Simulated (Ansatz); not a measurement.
An Ansatz input:

```yaml
crystal:
  lattice:
    - [-3.8096134741, 3.8091007035, 2.0700002304]
    - [3.8091007035, -3.8096134741, 2.0700002304]
    - [3.8111439457, 3.8111439457, -2.0709393705]
  atoms:
    - { symbol: Ba, position: [1.71258e-05, 0.9999828742, 0.0] }
    - { symbol: Ba, position: [0.7499828742, 0.2500171258, 0.5] }
hamiltonian:
  xc: r2scan
  pseudopotentials:
    kind: paw
    azcp:
      Ba: "pseudopotentials/Ba.paw.azcp"
basis:
  ecutwfc: 500
  fft_grid_basis: typed
kpoints:
  mp_grid: { grid: [14, 14, 10], shift: [0, 0, 0] }
magnetization:
  spin_polarized: false
scf:
  occupations: { method: fermi_dirac, width: 0.1 }
```

Terminal output

```
Engine: ansatz 0.2.0, x86_64-unknown-linux-gnu
Pseudopotentials: kind: paw
Pseudopotential: Ba, paw, valence charge 10, recommended cutoff 500 eV (meta_gga) 
Functional definition: r2SCAN
  parameter k0 = 0.174
  parameter k1 = 0.065
  parameter a1 = 4.9479
  exchange = r2scan_x(k0 = k0, k1 = k1, a1 = a1)
  correlation = r2scan_c
Crystal: 2 atoms, lattice volume = 120.201 Å³
Basis set: ecut = 500 eV, 3051 PW (Γ), exchange–correlation on 180×180×180 points (64 copies of the dense FFT grid, shifted against one another)
Bands: 14, of which v1, the nominal top of the filled ones, is band 10 counted from 1 (9 counted from 0)
Symmetry: 4 space group operations
Space group: C2/c (ITA 15), of the structure as read, at distance tolerance 4.9e-5 Å
k-points: 534 of 1960
Non-local potential: Ba, projectors of the file, l = 0: 3, l = 1: 2, l = 2: 2, l = 3: 2
PAW form: soft (Blöchl's): semilocal exchange-correlation on the pseudo side does not see the compensation charge
PAW frozen core: Ba, regenerated for the run's functional (the file was generated under x = pbe(κ = 0.804, μ = 0.2195149727645171), c = pbe(β = 0.06672455060314922))
PAW one-centre angular grid: Ba, 302 points (default); XC on 160 Gauss nodes
Initial density: superposition of atomic densities (neutral atoms: chi_scale 0, normalization atom), corrected by the library's trained network
Initial wavefunctions: pseudopotential atomic-orbital guess
Functional: x = r2scan, c = r2scan; τ floored in thin density (d = 2e-4 eV/Å³)
SCF iter   1: F=—  HF=-11928.580826 eV  |F-HF|=—  |Δ(HF+E_count)|=         —  Δρ=4.10e-3  dr2=4.53e-2  dr2_τ=2.73e-3  ethr=1.77e-3  ⟨swp⟩=6.3  Hψ=49587  notcnv=0
SCF iter   2: F=—  HF=-11928.690088 eV  |F-HF|=—  |Δ(HF+E_count)|=   1.09e-1  Δρ=2.85e-3  dr2=2.52e-2  dr2_τ=3.27e-4  ethr=2.27e-4  ⟨swp⟩=2.0  Hψ=17986  notcnv=0
SCF iter   3: F=—  HF=-11928.685330 eV  |F-HF|=—  |Δ(HF+E_count)|=   4.76e-3  Δρ=6.94e-4  dr2=1.41e-3  dr2_τ=6.05e-5  ethr=1.26e-4  ⟨swp⟩=2.3  Hψ=13890  notcnv=0
SCF iter   4: F=—  HF=-11928.685859 eV  |F-HF|=—  |Δ(HF+E_count)|=   5.29e-4  Δρ=2.22e-4  dr2=1.55e-4  dr2_τ=2.02e-6  ethr=7.06e-6  ⟨swp⟩=3.0  Hψ=13602  notcnv=0
SCF iter   5: F=—  HF=-11928.685840 eV  |F-HF|=—  |Δ(HF+E_count)|=   1.92e-5  Δρ=2.64e-5  dr2=1.45e-6  dr2_τ=1.52e-7  ethr=7.77e-7  ⟨swp⟩=3.0  Hψ=11976  notcnv=0
SCF iter   6: F=—  HF=-11928.685842 eV  |F-HF|=—  |Δ(HF+E_count)|=   2.91e-6  Δρ=8.41e-6  dr2=2.00e-7  dr2_τ=1.73e-9  ethr=7.25e-9  ⟨swp⟩=2.0  Hψ=13231  notcnv=0
SCF iter   7: F=-11928.685842 eV  HF=-11928.685842 eV  |F-HF|=9.20e-10  |Δ(HF+E_count)|=   5.36e-8  Δρ=2.47e-6  dr2=1.41e-8  dr2_τ=1.21e-10  ethr=5.00e-10  ⟨swp⟩=2.1  Hψ=15052  notcnv=0
SCF 1 converged in 7 iterations: F = -11928.685842 eV  dr2 = 1.41e-8
SCF converged after 7 iterations
Free energy (F): -11928.685842 eV
Harris-Foulkes:  -11928.685842 eV  (|F-HF|=9.20e-10)
Internal energy: -11928.619209 eV  (E = F + TS)
E sigma→0 (E₀):  -11928.652526 eV
Entropy (-TS):   -0.066633 eV (-33.317 meV/atom)
Fermi energy:    6.184184 eV
--- Per-component energies (eV) ---
  E_band       = -175.529260
  E_kinetic    = 333.508313
  E_local      = -744.567475  (includes V_loc(G=0)·N_el)
  E_nonlocal   = 111.761958
  E_hartree    = 235.194606
  E_xc         = -310.705378
  E_vxc        = -290.321436  (∫ρ·V_xc dr)
  E_paw        = -10503.216817  (= ΣΔE_a)
  E_vpaw       = -70.635218  (= ΣTr[D̂ρ^β])
  E_aug_tail   = -0.000002  (compensation charges beyond the density's cutoff)
  E_vtau       = 14.336833  (kinetic-family band-sum trace: ∫τ·v_τ [+ j·A + Jᵃ·Aᵃ] dr)
  E_ewald      = -1050.735247
  E_core_change = 0.140832  (= ΣΔE_core)
  E_smearing   = -0.066633  (= −TS)
  E_closure    = -0.000000  (closes the sum)
  Σ components = -11928.685842   (vs F -11928.685842, Δ=0.00e0)
```

Launched by

```sh
ansatz run input.yaml --threads 1 --pin off --max-ram 3584MiB --backend cpu --events-out ev --progress --plain --runs-dir out
```

On 1 thread of Intel(R) Xeon(R) Platinum 8259CL CPU @ 2.50GHz (Skylake/Cascade Lake) (shared host) this took about 120 s of wall time and 110 s of CPU time.
